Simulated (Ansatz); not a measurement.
## Computed properties of NbC₂

NbC₂:
Space group I4/mmm (No. 139); a = 3.2033 Å, b = 3.2033 Å, c = 5.8738 Å, α = 90.00°, β = 90.00°, γ = 90.00°

```json
[
 {"atom": "Nb", "site": "2a", "symmetry": "4/mmm", "x": "0.0000", "y": "0.0000", "z": "0.0000"},
 {"atom": "C", "site": "4e", "symmetry": "4mm", "x": "0.0000", "y": "0.0000", "z": "0.3849"}
]
```
(The calculation used a cell of 3 atoms; values per cell refer to that cell.)

Space group I4/mmm (No. 139), MoSi2 or CaC2 type; conventional cell a = 3.2033 Å, b = 3.2033 Å, c = 5.8738 Å, α = 90.00°, β = 90.00°, γ = 90.00°.

Method: the program Ansatz at the r²SCAN level (PAW). Structure relaxed to zero pressure with the same functional. Other levels are named where they apply.

**Cell and energy**

```json
{
 "volume_per_atom": "10.05 Å³",
 "density": "6.44 g/cm³",
 "Formation energy from the elements (no fitted shifts)": "0.41 eV/atom"
}
```

**Electronic structure**

```json
{
 "electronic_character": "metallic (no gap)",
 "Density of states at the Fermi level": "0.41 states/eV per atom (mean over ±0.08 eV)",
 "Gap with spin–orbit coupling": "none (metallic)"
}
```

**Mechanics**

```json
{
 "Bulk modulus (Birch–Murnaghan fit)": "225 GPa",
 "Pressure derivative B′": "5.1"
}
```

**Charges**

```json
{
  "bader_charges": "Nb +1.89, C -0.94 e"
}
```

The start of the workflow was typed in or built on a structure type; neither database checked (COD, Materials Project) lists it. Whether it is the stable phase at ambient conditions was not checked. The r²SCAN relaxation kept the symmetry of its start; whether a distortion lowers the energy is not shown. The run is not spin-polarised. The volume moved by -28 % from the start of the relaxation. Its formation energy is positive at this level, so the cell may be metastable or incomplete. The references are the lowest solids computed at this level, not always the standard phases. Scalar-relativistic: spin–orbit coupling is off unless named, which matters more the heavier the elements.

Potentials: the later of the program's two PAW sets.
